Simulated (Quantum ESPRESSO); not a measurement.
Space group Fm-3m (No. 225); a = 6.684 Å, b = 6.684 Å, c = 6.684 Å, α = 90.00°, β = 90.00°, γ = 90.00°

```csv
atom,site,symmetry,x,y,z
Br,4b,m-3m,0.5000,0.5000,0.5000
Tl,4a,m-3m,0.0000,0.0000,0.0000
```
(The calculation used a cell of 2 atoms; values per cell refer to that cell.)

The geometry is that of Materials Project entry mp-568560, symmetrised and not relaxed again.

Task: What does PBEsol (Quantum ESPRESSO, PseudoDojo norm-conserving, 62 Ry, without SOC) give for the electronic structure near the Fermi level?

Result: The PBEsol gap is direct, 2.06 eV at L. Spin-orbit coupling is left out; with 6p states at a band edge it can lower the gap by many tenths of an eV, most of a small gap.

This is not the ordinary phase of the substance; no match was found in the copy of COD used, and its stability was not checked.
